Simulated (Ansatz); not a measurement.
ZrN:
```cif
data_NZr
_chemical_formula_sum 'Zr1 N1'
_space_group_name_H-M_alt 'P 1'
_space_group_IT_number 1
_cell_length_a 3.21922
_cell_length_b 3.21922
_cell_length_c 3.21922
_cell_angle_alpha 60.000
_cell_angle_beta 60.000
_cell_angle_gamma 60.000
loop_
_space_group_symop_operation_xyz
  'x, y, z'
loop_
_atom_site_label
_atom_site_type_symbol
_atom_site_fract_x
_atom_site_fract_y
_atom_site_fract_z
_atom_site_occupancy
Zr1 Zr 0.50000 0.50000 0.50000 1
N1 N 0.00000 0.00000 0.00000 1
```

Relaxed with PBEsol.

Task: Decompose the optical modes at the zone centre into irreducible representations, and say which are infrared and Raman allowed.

Result: Point group m-3m: Γ_opt = T1u. Infrared: T1u. Raman: none.

Task: Assign frequencies (DFPT, plane-wave PAW PBEsol (Ansatz code)).

Result: T1u 499 cm⁻¹.

Space group Fm-3m (rock salt). Symmetry was held in the PBEsol relaxation. The run is not spin-polarised. With an odd number of electrons in the cell and no spin polarisation, the count alone makes it a metal. As this level gives no gap, phonon frequencies hold no LO–TO term and depend on the k-mesh and smearing (Fermi–Dirac, 0.1 eV here).

Potentials: the earlier of the program's two PAW sets. The files were generated under PBE; for other functionals the program regenerates the frozen cores, and for LDA and PBEsol the local potential too.
